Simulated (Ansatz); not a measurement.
InTe (rock salt, Fm-3m) at seven volumes, PBEsol (plane waves, PAW; program Ansatz), scaled uniformly. One row is withheld.

```csv
V (Å³/atom),P (GPa)
26.551,5.74
27.426,3.51
28.302,1.60
29.177,0.00
30.052,?
30.928,-2.44
31.803,-3.37
```

Fit the shown pressures and predict the withheld one.

Third-order Birch–Murnaghan: P = (3/2)B₀(x^(7/2) − x^(5/2))[1 + (3/4)(B′ − 4)(x − 1)] with x = (V₀/V)^(2/3). Least squares on the six rows gives V₀ = 29.185 Å³/atom, B₀ = 48.33 GPa, B′ = 4.84. At V = 30.052, x = 0.9807 and P = -1.32 GPa. The run itself gave -1.33 GPa.

The workflow started from an entry of the Crystallography Open Database (COD). Whether it is the stable phase at ambient conditions was not checked. Symmetry was held in the PBEsol relaxation; whether a distortion lowers the energy is not shown. Scalar-relativistic: spin–orbit coupling is off unless named, which matters more the heavier the elements.

Potentials: the later of the program's two PAW sets.
